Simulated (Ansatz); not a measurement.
Zn (P6_3/mmc): from strained cells to moduli

```xyz
2
Lattice="2.5971 0.0000 0.0000 -1.2985 2.2491 0.0000 0.0000 0.0000 4.8713" Properties=species:S:1:pos:R:3 pbc="T T T"
Zn    0.0000    1.4994    1.2178
Zn    1.2985    0.7497    3.6535
```

The conventional cell has a = 2.597 Å, b = 2.597 Å, c = 4.871 Å, α = 90.00°, β = 90.00°, γ = 120.00°. Zn (atom 1) has 12 Zn at 2.60 to 2.86 Å as nearest neighbours.

Computed, not measured; unless marked otherwise by PBEsol, all-electron LAPW in Ansatz 0.2.0, scalar-relativistic. k mesh 18×18×8, Fermi-Dirac smearing of 0.080 eV, basis error target 0.5 meV/atom. The cell was relaxed by PAW under this functional, which moved its volume by -7 % from the database entry's.

The cell is hexagonal and carries a residual pressure of 0.00 GPa at this level. Each strain component that symmetry leaves independent is applied at ±0.005 and ±0.01, the ions relax wherever a strain frees them, and the stress (tension positive, GPa) is read. Shears are engineering strains, γ = 2ε.

```
strain    size      σxx      σyy      σzz      σyz     σxz     σxy
    xx   -0.01  -2.2458  -0.4922  -0.5899   0.0000  0.0000  0.0000
    xx  -0.005  -1.0580  -0.2559  -0.3091   0.0000  0.0000  0.0000
    xx  +0.005   0.9124   0.2772   0.3441   0.0000  0.0000  0.0000
    xx   +0.01   1.7123   0.5699   0.7097   0.0000  0.0000  0.0000
    zz   -0.01  -0.6825  -0.6825  -0.7516   0.0000  0.0000  0.0000
    zz  -0.005  -0.3361  -0.3361  -0.3603   0.0000  0.0000  0.0000
    zz  +0.005   0.3157   0.3157   0.3396   0.0000  0.0000  0.0000
    zz   +0.01   0.6071   0.6071   0.6789   0.0000  0.0000  0.0000
    yz   -0.01   0.0060  -0.0172  -0.0075  -0.3694  0.0000  0.0000
    yz  -0.005   0.0006  -0.0052  -0.0022  -0.1847  0.0000  0.0000
    yz  +0.005   0.0005  -0.0052  -0.0022   0.1847  0.0000  0.0000
    yz   +0.01   0.0060  -0.0172  -0.0075   0.3694  0.0000  0.0000
```

The slope is [8(σ(+δ) − σ(−δ)) − (σ(+2δ) − σ(−2δ))]/(12δ), and the program imposes the crystal's symmetry on the matrix.

(1) What are the independent elastic constants?

(2) Is the crystal stable against homogeneous strain?

(3) What moduli does a random aggregate of grains have?

(4) With the density of 7.631 g/cm³, how fast does sound travel, and what Debye temperature follows?

(5) How far do the constants move if PAW replaces LAPW in the same cell?

(6) How do the constants change if the ions are clamped to the homogeneous strain?

## Answers

(1) C11 = 196.7, C12 = 53.4, C13 = 65.4, C33 = 69.5, C44 = 36.9 GPa.

(2) The least eigenvalue of the 6×6 matrix is 30.5 GPa, so yes.

(3) Voigt and Reuss bounds: B from 69.2 to 92.4 and G from 34.5 to 47.7 GPa; their means are B = 80.8 and G = 41.1 GPa. Then E = 9BG/(3B + G) = 105.4 GPa, ν = (3B − 2G)/(6B + 2G) = 0.283 and B/G = 1.97, on the ductile side of Pugh's 1.75 (a rule of thumb).

(4) 

```
direction  slow (m/s)  middle (m/s)  fast (m/s)
        x        2200          3065        5078
        y        2200          3065        5078
        z        2200          2200        3017
```

The mean of v⁻³ over directions and branches gives v_m = 2499 m/s and θ_D = (ħ/k_B) v_m (6π²n)^(1/3) = 307 K, n being atoms per volume. Young's modulus spans 35 to 136 GPa over directions, and the universal anisotropy index is 2.25.

(5) 

| constant | LAPW (GPa) | PAW (GPa) | difference |
| --- | --- | --- | --- |
| C11 | 196.7 | 197.3 | 0.6 |
| C12 | 53.4 | 53.6 | 0.2 |
| C13 | 65.4 | 65.4 | 0.0 |
| C33 | 69.5 | 68.4 | -1.1 |
| C44 | 36.9 | 36.8 | -0.1 |

(6) None moves by more than 0.3 GPa.

Keep in mind: responses of metals move with mesh and smearing; slopes at the two strain sizes disagree; the frozen-core PAW files of the compared runs were fitted under PBE, their cores solved anew for this functional.
